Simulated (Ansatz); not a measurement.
ScCl:
```
CELL_PARAMETERS angstrom
      1.75591     1.01378     8.82098
     -1.75591     1.01378     8.82098
      0.00000    -2.02755     8.82098
ATOMIC_POSITIONS crystal
  Cl 0.39227 0.39227 0.39227
  Cl 0.60773 0.60773 0.60773
  Sc 0.21477 0.21477 0.21477
  Sc 0.78523 0.78523 0.78523
```

Relaxed with r²SCAN+D4. Special points in fractions of this cell's reciprocal vectors: Γ (0.000, 0.000, 0.000); T (0.500, 0.500, 0.500); H2 (0.825, 0.175, 0.500); H0 (0.500, -0.175, 0.175); L (0.500, 0.000, 0.000); S0 (0.338, -0.338, 0.000); S2 (0.662, 0.000, 0.338); F (0.500, 0.000, 0.500).

List the band energies nearest the Fermi level at these points for r²SCAN+D4 (plane waves, PAW; program Ansatz).

In eV from the Fermi level; about four levels below and three above (degenerate sets whole), none deeper than 8.9 eV; points with the same levels are listed once.

| k | below | above |
|---|---|---|
| Γ | -4.56 -4.56 -4.46 -4.46 -2.33 | 0.40 1.56 1.56 |
| T | -4.53 -4.53 -4.49 -4.49 -1.95 | 0.11 1.53 1.53 |
| H2 | -5.31 -0.36 -0.17 -0.15 | 2.25 2.37 2.58 |
| L | -4.92 -0.54 -0.39 -0.06 | 1.10 2.13 3.21 |
| S0 | -5.30 -0.35 -0.17 -0.15 | 2.26 2.38 2.57 |
| F | -4.90 -0.58 -0.29 -0.17 | 1.19 2.09 3.20 |

Space group R-3m. The workflow started from an entry of the Crystallography Open Database (COD). Whether it is the stable phase at ambient conditions was not checked. Symmetry was held in the r²SCAN+D4 relaxation; its stability against distortions is not shown here. No spin polarisation was allowed.

Potentials: the later of the program's two PAW sets.
